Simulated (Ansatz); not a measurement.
### Question
Hg (simple rhombohedral, space group No. 166) is relaxed with r²SCAN+D4 (plane waves, PAW; program Ansatz). What lattice parameters of the conventional cell result?

### Answer
a = 3.627 Å, c = 6.661 Å.

Space group R-3m (simple rhombohedral). Symmetry was held in the r²SCAN+D4 relaxation. At this level the phase is mechanically unstable. The substance is a gas or liquid at ambient conditions; this is its low-temperature solid. The pairwise dispersion correction was not fitted to metals. Axis ratios of metals converge slowly with the k-mesh, so a and c are less sure than the volume. Spin–orbit coupling is left out wherever it is not named.

Potentials: the later of the program's two PAW sets.
